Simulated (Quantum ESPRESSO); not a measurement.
Cs2O (space group R-3m, No. 166) has an indirect gap of 0.96 eV with norm-conserving PBEsol (Quantum ESPRESSO, 84 Ry, without SOC). After an isotropic strain (on all lattice vectors, atoms relaxed) the gap is indirect, 0.77 eV.

Task: Which strain was applied?
(A) +2 %
(B) +1 %
(C) -1.5 %
(D) -3 %
(E) -0.7 %

Result: A, +2 %. Gaps found: -3 %: 1.33 eV (indirect); -1.5 %: 1.13 eV (indirect); -0.7 %: 1.04 eV (indirect); 0 %: 0.96 eV (indirect); 1 %: 0.86 eV (indirect); 2 %: 0.77 eV (indirect).
